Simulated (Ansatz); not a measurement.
TiTe₂ (fluorite or antifluorite type), relaxed with HSE06 (Ansatz, a first-principles code, plane waves, PAW): a = b = c = 6.870 Å, α = β = γ = 90.00°.

| Quantity | Result |
|---|---|
| B₀ by P(V) fit (GPa) | 64.2 |

Question: The same phase is relaxed and computed with PBE in the same code. What are the cell and these values now?

Answer: a = 6.8835 Å, b = 6.8835 Å, c = 6.8835 Å, α = 90.00°, β = 90.00°, γ = 90.00°.

- B₀ by P(V) fit (GPa): 62.1

Constructed cells (a structure type filled with these elements, in neither database checked): TiTe2, fluorite or antifluorite type. All cells were relaxed under the symmetry of their starts (and spin orders); stability against distortions was not tested throughout. Rows with no word on spin ran without spin polarisation. Scalar-relativistic: spin–orbit coupling is off unless named, which matters more the heavier the elements.

Potentials: the later of the program's two PAW sets.

Ansatz is a plane-wave DFT program.
